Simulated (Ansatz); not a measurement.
Polymorphs of VAg₃O₄, each relaxed with plane-wave PAW PBEsol (Ansatz code):

A: I-42m
a = b = 4.9254 Å, c = 9.7179 Å, α = β = γ = 90.00°

```tsv
atom	site	symmetry	x	y	z
V	2a	-42m	0.0000	0.0000	0.0000
Ag	4d	-4..	0.0000	0.5000	0.2500
Ag	2b	-42m	0.0000	0.0000	0.5000
O	8i	..m	0.2028	0.2028	0.1023
```

B: C2/c
a = 9.8945 Å, b = 5.0048 Å, c = 10.0196 Å, α = 90.00°, β = 115.35°, γ = 90.00°

```
atom  site  symmetry       x       y       z
----  ----  --------  ------  ------  ------
V       4e         2  0.0000  0.4464  0.2500
Ag      8f         1  0.2594  0.0480  0.4051
Ag      4a        -1  0.0000  0.0000  0.0000
O       8f         1  0.1208  0.2480  0.2057
O       8f         1  0.4026  0.1522  0.1032
```

### Question
Put the candidates in order of energy per atom at 0 K, lowest first, for PBEsol.

### Answer
B (+0 meV/atom), A (+55 meV/atom)

### Question
Give each one's gap.

### Answer
A 0.35 eV; B 0.81 eV.

Standing as an ambient phase not checked: A; B. All cells were relaxed under the symmetry of their starts (and spin orders); stability against distortions was not tested throughout. Rows with no word on spin ran without spin polarisation. Spin–orbit coupling is left out wherever it is not named.

Energies hold the estimated change up to a 700 eV cutoff; steps of a few meV lie near the error of the meshes.

Potentials: the later of the program's two PAW sets.
